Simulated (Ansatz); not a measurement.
NbN (rock salt)

```yaml
crystal:
  lattice:
    - [0.00000, 2.21059, 2.21059]
    - [2.21059, 0.00000, 2.21059]
    - [2.21059, 2.21059, 0.00000]
  atoms:
    - { symbol: N, position: [0.00000, 0.00000, 0.00000] }
    - { symbol: Nb, position: [0.50000, 0.50000, 0.50000] }
```

This relaxed cell (volume V₀) is scaled evenly in all directions, its shape held. Symmetry pins the atoms to their sites.

Method: PBE (plane waves to 420 eV, PAW, scalar-relativistic; Ansatz, a first-principles code). k mesh 18×18×18 (Γ-centred), Fermi-Dirac smearing 0.05 eV. The energy includes the smearing's −TS. Stress and pressure are positive under compression. NbN is run without spin polarisation. NbN was relaxed with its symmetry unable to fall. The PAW data are Ansatz's earlier set. This is a high-temperature form of NbN. ΔE is measured from the relaxed starting cell.

```json
[
 {"V/V₀": "0.840", "P (GPa)": "78.4", "ΔE (kJ/mol of atoms)": "34.9"},
 {"V/V₀": "0.867", "P (GPa)": "60.1", "ΔE (kJ/mol of atoms)": "22.9"},
 {"V/V₀": "0.893", "P (GPa)": "44.4", "ΔE (kJ/mol of atoms)": "13.9"},
 {"V/V₀": "0.920", "P (GPa)": "30.8", "ΔE (kJ/mol of atoms)": "7.4"},
 {"V/V₀": "0.947", "P (GPa)": "[?]", "ΔE (kJ/mol of atoms)": "3.1"},
 {"V/V₀": "0.973", "P (GPa)": "[?]", "ΔE (kJ/mol of atoms)": "0.7"},
 {"V/V₀": "1.000", "P (GPa)": "0.0", "ΔE (kJ/mol of atoms)": "0.0"},
 {"V/V₀": "1.027", "P (GPa)": "-7.6", "ΔE (kJ/mol of atoms)": "0.7"},
 {"V/V₀": "1.053", "P (GPa)": "-14.2", "ΔE (kJ/mol of atoms)": "2.6"},
 {"V/V₀": "1.080", "P (GPa)": "-19.9", "ΔE (kJ/mol of atoms)": "5.6"},
 {"V/V₀": "1.107", "P (GPa)": "-24.8", "ΔE (kJ/mol of atoms)": "9.4"},
 {"V/V₀": "1.133", "P (GPa)": "-29.1", "ΔE (kJ/mol of atoms)": "14.1"},
 {"V/V₀": "1.160", "P (GPa)": "-32.7", "ΔE (kJ/mol of atoms)": "19.5"}
]
```

Fill in the missing entries.


- 0.947, P (GPa): 19.0
- 0.973, P (GPa): 8.8

(Under strain, the slope of the energy per volume gives the stress and its curvature an elastic modulus.)
